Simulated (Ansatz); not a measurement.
C (space group P6_3/mmc)

```yaml
crystal:
  lattice:
    - [2.44493, 0.00000, 0.00000]
    - [-1.22247, 2.11738, 0.00000]
    - [0.00000, 0.00000, 6.63682]
  atoms:
    - { symbol: C, position: [0.00000, 0.00000, 0.25000] }
    - { symbol: C, position: [0.00000, 0.00000, 0.75000] }
    - { symbol: C, position: [0.33333, 0.66667, 0.25000] }
    - { symbol: C, position: [0.66667, 0.33333, 0.75000] }
```

The atoms are displaced by Q × the pattern below (from a DFPT mode at Γ, largest move 1; Q in Å), at fixed cell. It is one choice among 2 degenerate patterns.

```json
[
 {"atom": "C1", "x": "0.000", "y": "1.000", "z": "0.000"},
 {"atom": "C2", "x": "0.000", "y": "1.000", "z": "0.000"},
 {"atom": "C3", "x": "0.000", "y": "-1.000", "z": "0.000"},
 {"atom": "C4", "x": "0.000", "y": "-1.000", "z": "0.000"}
]
```

Method: LDA (plane waves to 420 eV, PAW, scalar-relativistic; Ansatz, an electronic-structure program). k mesh 15×15×5 (Γ-centred), Fermi-Dirac smearing 0.05 eV. Left out: 4 of 13 points, with atoms too close for the PAW data. With partly filled bands, energies and forces of such displacements shift with the k mesh and the smearing. C was relaxed with its symmetry unable to fall. 

```csv
Q (Å),−dE/dQ from forces (eV/Å)
-0.120,53.793
-0.090,40.215
-0.060,27.439
-0.030,13.560
0.000,0.000
0.030,-13.560
0.060,-27.439
0.090,-40.215
0.120,-53.793
```

What harmonic wavenumber does the curvature at Q = 0 give?

1596 cm⁻¹. E″ = 450.22 eV/Å², M = Σ mᵢ|uᵢ|² = 48.0 u, ν̃ = 521.5·√(|E″|/M).

(For displaced atoms, the force is minus the slope of the energy, and its curvature is a force constant, which sets phonon frequencies.)
